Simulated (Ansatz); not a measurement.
TaRu (rock salt, space group No. 225), a = 5.1474 Å, b = 5.1474 Å, c = 5.1474 Å, α = 90.00°, β = 90.00°, γ = 90.00°; the cell used has 2 atoms.

Relaxed with PBEsol.

Task: Which orbitals make up the states near the Fermi level in PBEsol in the plane-wave PAW code Ansatz?

Result: Within 0.5 eV of the Fermi level: Ta 5d 49 %, Ru 4d 34 %, Ta 6s 6 %. Projections are on Löwdin-orthogonalised atomic valence shells; empty p or d shells of many metals are not among them.

Task: Tabulate the density of states.

Result: States/eV per cell of 2 atoms, in 0.25 eV bins, energy from the Fermi level.

```csv
E (eV),total,Ru 4d,Ta 5d,Ta 6s
-7.85,0.00,0.00,0.00,0.00
-7.60,0.05,0.00,0.00,0.02
-7.35,0.09,0.00,0.00,0.04
-7.10,0.12,0.00,0.00,0.06
-6.85,0.15,0.00,0.00,0.07
-6.60,0.18,0.00,0.00,0.08
-6.35,0.22,0.01,0.01,0.10
-6.10,0.26,0.01,0.01,0.11
-5.85,0.30,0.02,0.02,0.13
-5.60,0.49,0.11,0.09,0.15
-5.35,0.85,0.28,0.24,0.16
-5.10,1.13,0.42,0.35,0.19
-4.85,1.45,0.58,0.47,0.22
-4.60,1.96,0.84,0.64,0.26
-4.35,3.20,1.51,1.06,0.37
-4.10,3.59,1.85,1.21,0.33
-3.85,3.29,1.99,0.88,0.16
-3.60,2.29,1.49,0.67,0.07
-3.35,2.43,1.62,0.73,0.03
-3.10,3.29,2.13,1.00,0.03
-2.85,2.61,1.63,0.83,0.02
-2.60,2.80,1.77,0.85,0.02
-2.35,3.31,2.42,0.68,0.03
-2.10,2.66,1.88,0.59,0.03
-1.85,1.76,1.07,0.54,0.03
-1.60,2.23,1.35,0.71,0.04
-1.35,2.76,1.73,0.80,0.07
-1.10,3.02,2.03,0.76,0.05
-0.85,1.58,1.32,0.19,0.02
-0.60,1.52,0.87,0.49,0.07
-0.35,1.22,0.49,0.52,0.09
-0.10,1.31,0.45,0.61,0.10
0.15,1.21,0.37,0.63,0.08
0.40,1.23,0.35,0.69,0.05
0.65,1.23,0.34,0.72,0.04
0.90,1.19,0.31,0.73,0.02
1.15,1.13,0.26,0.73,0.01
1.40,1.70,0.43,1.00,0.02
1.65,2.68,0.73,1.59,0.03
1.90,3.12,0.77,1.95,0.04
2.15,2.49,0.53,1.66,0.04
2.40,2.62,0.46,1.91,0.04
2.65,3.61,0.64,2.64,0.14
2.90,2.59,0.58,1.72,0.12
3.15,2.24,0.55,1.40,0.13
3.40,2.32,0.59,1.34,0.17
3.65,2.30,0.59,1.23,0.16
3.90,1.78,0.46,0.90,0.14
4.15,0.85,0.13,0.36,0.14
4.40,0.86,0.13,0.34,0.18
4.65,1.03,0.13,0.34,0.17
```

Space group Fm-3m (rock salt). The start of the workflow was typed in or built on a structure type; neither database checked (COD, Materials Project) lists it. COD files the formula under space group No. 123, 221, so this cell is another polymorph or a model. Its standing as an ambient phase is unchecked. The cell was relaxed with PBEsol under the symmetry of its start. At this level the phase is mechanically unstable. No spin polarisation was allowed. Its formation energy is positive at this level, so the cell may be metastable or incomplete. Scalar-relativistic: spin–orbit coupling is off unless named, which matters more the heavier the elements.

Potentials: the later of the program's two PAW sets.
